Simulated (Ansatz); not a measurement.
RuFBr (Janus 1T monolayer) at its r2SCAN geometry, run in Ansatz at 4 levels of theory. The calculation is non-magnetic, and the structure need not be a phase that has been made.

The LDA input:
```yaml
crystal:
  lattice:
    - [3.5455365902, 0.0, 0.0]
    - [-1.7727682951, 3.0705247572, 0.0]
    - [0.0, 0.0, 29.3088474904]
  atoms:
    - { symbol: Ru, position: [0.0, 0.0, 0.3100824684] }
    - { symbol: F, position: [0.3333333333, 0.6666666667, 0.343655529] }
    - { symbol: Br, position: [0.6666666667, 0.3333333333, 0.2674855345] }
  periodic: [true, true, false]
kpoints:
  mp_grid: { grid: [12, 12, 1] }
  band_path:
    path:
      - [0.0, 0.0, 0.0]
      - [0.5, 0.0, 0.0]
      - [0.3333333333, 0.3333333333, 0.0]
      - [0.2666666667, 0.2666666667, 0.0]
    npoints: 1
hamiltonian:
  xc: lda
scf:
  occupations: { method: fixed }
  n_extra_bands: 4
output:
  forces: true
  stress: true
  eigenvalues: true
  write_density: true
  write_potential: true
  elf: true
  volumetric_format: npy
```

Main results, then, where recorded, the levels near the gap in eV from the Fermi energy (columns number the bands from 0), one row a point of the path (Γ, M, K, K–Γ (0.20)):
```
Crystal: 3 atoms, lattice volume = 319.075 Å³
Symmetry: 6 space group operations
Space group: P3m1 (ITA 156)
```
```
Basis set: ecut = 420 eV, 6163 PW (Γ)
k-points: 19 of 144 (time reversal used)
SCF 1 converged in 8 iterations: F = -9244.167565 eV  dr2 = 9.72e-8
Free energy (F): -9244.167565 eV
Fermi energy:    -5.336807 eV
--- Forces (eV/Å), atoms counted from 1 ---
  atom   1  Ru      0.00000      0.00000    -0.81013
  atom   2  F       0.00000      0.00000    -0.34482
  atom   3  Br      0.00000      0.00000      1.15354
--- 2D stress c σ (N/m, compression-positive) ---
       -3.369435       0.000000       0.000000
        0.000000      -3.369435       0.000000
        0.000000       0.000000       0.000000
  P = ½ c Tr σ = -3.3694 N/m
```
```tsv
band_10	band_11	band_12	band_13	band_14	band_15	band_16	band_17
-3.674	-3.674	-1.001	-1.001	0.000	2.056	2.056	3.005
-4.701	-4.167	-0.912	-0.235	-0.146	1.322	1.872	5.261
-4.689	-4.540	-0.552	-0.377	-0.241	1.041	1.925	6.491
-4.650	-4.207	-0.586	-0.374	-0.185	1.063	1.794	6.022
```

LDA gives an indirect gap of 1.04 eV, from Γ to K; the least direct gap is 1.24 eV at K–Γ (0.25 of the way from K).

Q: Another run on the same cell gave
```
Basis set: ecut = 420 eV, 6163 PW (Γ)
k-points: 19 of 144 (time reversal used)
SCF 1 converged in 10 iterations: F = -9470.750247 eV  dr2 = 3.48e-8
Free energy (F): -9470.750247 eV
Fermi energy:    -4.501293 eV
--- Forces (eV/Å), atoms counted from 1 ---
  atom   1  Ru      0.00000      0.00000    -0.44493
  atom   2  F       0.00000      0.00000      0.28219
  atom   3  Br      0.00000      0.00000      0.16271
--- 2D stress c σ (N/m, compression-positive) ---
        1.213748       0.000000       0.000000
        0.000000       1.213748       0.000000
        0.000000       0.000000       0.000000
  P = ½ c Tr σ = 1.2137 N/m
```
```tsv
band_20	band_21	band_22	band_23	band_24	band_25	band_26	band_27	band_28	band_29	band_30	band_31	band_32	band_33	band_34	band_35
-4.228	-4.228	-4.083	-4.083	-1.584	-1.584	-1.562	-1.562	-0.562	-0.562	1.558	1.558	1.593	1.593	2.494	2.494
-5.185	-5.185	-4.668	-4.668	-1.479	-1.479	-0.869	-0.869	-0.679	-0.679	0.879	0.879	1.403	1.403	4.854	4.854
-5.153	-5.148	-5.053	-5.018	-1.192	-1.142	-1.038	-0.878	-0.865	-0.673	0.536	0.598	1.446	1.519	6.069	6.070
-5.164	-5.139	-4.762	-4.677	-1.221	-1.172	-0.998	-0.909	-0.806	-0.648	0.571	0.633	1.318	1.381	5.530	5.543
```
Which level of theory gave it?

A: It is PBE+SOC, with spin-orbit coupling since the bands come doubled, on 12×12×1; the blocks that differ from the first input, but for the band path:
```yaml
hamiltonian:
  xc: pbe
scf:
  occupations: { method: fermi_dirac, width: 0.02 }
  n_extra_bands: 8
magnetization:
  noncollinear: true
  spin_orbit: true
```
The PBE+SOC gap is indirect, 1.09 eV (Γ–M (0.17 of the way from Γ) to K), below the direct gap of 1.21 eV at K. The mean in-plane stress at these positions is +1.21 N/m, compression counted positive.

Q: In the first input these blocks are replaced (the band path and keys that only write files left aside):
```yaml
kpoints:
  mp_grid: { grid: [6, 6, 1] }
hamiltonian:
  xc: r2scanh
```
What comes out?

A:
```
Basis set: ecut = 500 eV, 8159 PW (Γ)
k-points: 7 of 36 (time reversal used)
SCF 1 stopped early in 6 iterations: F = -9492.366421 eV  dr2 = 2.11e-5
Exchange kernel: α = 0.1000, full range, Wigner–Seitz truncation, v(0) = 17238.3860 eV·Å³, q-mesh 6×6×1
SCF 2 stopped early in 8 iterations: F = -9491.546072 eV  dr2 = 1.47e-6
hybrid outer 1: dexx = +8.314e-3 eV, tail = 6.74e-6 eV
SCF 3 converged in 6 iterations: F = -9491.546130 eV  dr2 = 1.77e-10
hybrid outer 2: dexx = +5.331e-7 eV, tail = 1.01e-9 eV, Δε = 6.94e-4 eV, ΔF = 6.27e-3 eV/Å
Free energy (F): -9491.546130 eV
Fermi energy:    -6.050497 eV
--- Forces (eV/Å), atoms counted from 1 ---
  atom   1  Ru      0.00000      0.00000      0.36847
  atom   2  F       0.00000      0.00000    -0.13681
  atom   3  Br      0.00000      0.00000    -0.23165
--- 2D stress c σ (N/m, compression-positive) ---
       -0.277381       0.000000       0.000000
        0.000000      -0.277381       0.000000
        0.000000       0.000000       0.000000
  P = ½ c Tr σ = -0.2774 N/m
```
```tsv
band_10	band_11	band_12	band_13	band_14	band_15	band_16	band_17
-3.625	-3.625	-1.033	-1.033	0.000	3.545	3.545	4.652
-4.686	-4.211	-0.894	-0.348	-0.245	2.934	3.414	6.978
-4.707	-4.643	-0.665	-0.463	-0.159	2.438	3.583	8.258
-4.776	-4.222	-0.662	-0.465	-0.174	2.533	3.416	7.718
```
The r2SCANh gap is indirect, 2.44 eV (Γ to K), below the direct gap of 2.60 eV at K. The mean stress, -0.3 N/m, is small, and the program warns that its thresholds are loose for a hybrid's stress.

Q: Another run on the same cell gave
```
Basis set: ecut = 420 eV, 6163 PW (Γ)
k-points: 7 of 36 (time reversal used)
SCF 1 stopped early in 6 iterations: F = -9468.807818 eV  dr2 = 1.00e-5
SCF 2 stopped early in 9 iterations: F = -9472.864177 eV  dr2 = 6.05e-6
hybrid outer 1: dexx = +1.053e-1 eV, tail = 2.23e-4 eV
SCF 3 converged in 7 iterations: F = -9472.864674 eV  dr2 = 4.63e-10
hybrid outer 2: dexx = +4.184e-6 eV, tail = 1.39e-7 eV, Δε = 2.86e-3 eV, ΔF = 1.07e-2 eV/Å
SCF 4 converged in 4 iterations: F = -9472.864675 eV  dr2 = 2.28e-10
hybrid outer 3: dexx = +1.557e-8 eV, tail = 5.67e-10 eV, Δε = 2.86e-4 eV, ΔF = 4.69e-4 eV/Å
Free energy (F): -9472.864675 eV
Fermi energy:    -6.329050 eV
--- Forces (eV/Å), atoms counted from 1 ---
  atom   1  Ru      0.00000      0.00000      0.46282
  atom   2  F       0.00000      0.00000    -0.16003
  atom   3  Br      0.00000      0.00000    -0.30275
--- 2D stress c σ (N/m, compression-positive) ---
       -0.190838       0.000000       0.000000
        0.000000      -0.190838       0.000000
        0.000000       0.000000       0.000000
  P = ½ c Tr σ = -0.1908 N/m
```
```tsv
band_10	band_11	band_12	band_13	band_14	band_15	band_16	band_17
-3.466	-3.466	-1.066	-1.066	0.000	4.002	4.002	4.630
-4.529	-4.107	-0.910	-0.379	-0.281	3.379	3.873	7.089
-4.669	-4.475	-0.718	-0.489	-0.136	2.816	4.067	8.353
-4.799	-4.106	-0.701	-0.498	-0.165	2.929	3.876	7.721
```
Which level of theory gave it?

A: It is HSE06, judged by the exchange loop and the size of the gap (a near hybrid could fit too), on 6×6×1; the blocks that differ from the first input, but for the band path:
```yaml
kpoints:
  mp_grid: { grid: [6, 6, 1] }
hamiltonian:
  xc: hse06
```
With HSE06 the valence top lies at Γ and the conduction bottom at K, 2.82 eV higher; the smallest vertical gap, at K, is 2.95 eV. The mean stress, -0.2 N/m, is small, and the program warns that its thresholds are loose for a hybrid's stress.

The hybrids run on coarser meshes, which limits their stresses and small splittings of levels.

Totals of different functionals, or with and without spin-orbit coupling, can't be compared.

Only the levels marked +SOC include spin-orbit coupling.

For some runs the program warns that the potential is rough where the density is thin, which bears on empty states near the vacuum.
